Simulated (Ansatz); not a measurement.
BeS:
```xyz
4
Lattice="3.2831 0.0000 0.0000 -1.6415 2.8432 0.0000 0.0000 0.0000 5.2254" Properties=species:S:1:pos:R:3 pbc="T T T"
Be     0.0000     0.0000     0.0000
Be     0.0000     0.0000     2.6127
S      0.0000     1.8955     1.3064
S      1.6415     0.9477     3.9191
```

Relaxed with HSE06. Special points in fractions of this cell's reciprocal vectors: Γ (0.000, 0.000, 0.000); M (0.500, 0.000, 0.000); K (0.333, 0.333, 0.000); A (0.000, 0.000, 0.500); L (0.500, 0.000, 0.500); H (0.333, 0.333, 0.500).

Task: List the band energies nearest the valence-band maximum at these points for plane-wave PAW HSE06 (Ansatz code).

Result: In eV from the valence-band maximum; about four levels below and three above (degenerate sets whole), none deeper than 8.9 eV; points with the same levels are listed once.

```
k                         below                          above
-  ----------------------------  -----------------------------
Γ  -0.89 -0.89 -0.84 -0.84 0.00            4.45 6.07 6.90 6.90
M       -5.49 -3.85 -2.92 -0.70                 3.93 4.84 4.88
K       -4.84 -4.84 -4.13 -4.13                 2.25 8.83 8.83
A       -0.78 -0.78 -0.78 -0.78  5.41 5.41 6.25 6.25 6.25 6.25
L       -2.68 -2.68 -2.48 -2.48            4.08 4.08 5.37 5.37
H       -6.73 -6.73 -0.81 -0.81            4.86 4.86 5.61 5.61
```

Space group P6_3/mmc (NiAs type). A made-up cell: these elements were put on the sites of a structure type; neither database checked (COD, Materials Project) lists it. COD files the formula under space group No. 216, so this cell is another polymorph or a model. Its standing as an ambient phase is unchecked. The cell was relaxed with HSE06 under the symmetry of its start; its stability against distortions is not shown here. The hybrid was solved on a coarse mesh, the path and, where they were found, the r²SCAN edge points; its band edges are the extreme levels among these.

Potentials: the later of the program's two PAW sets.
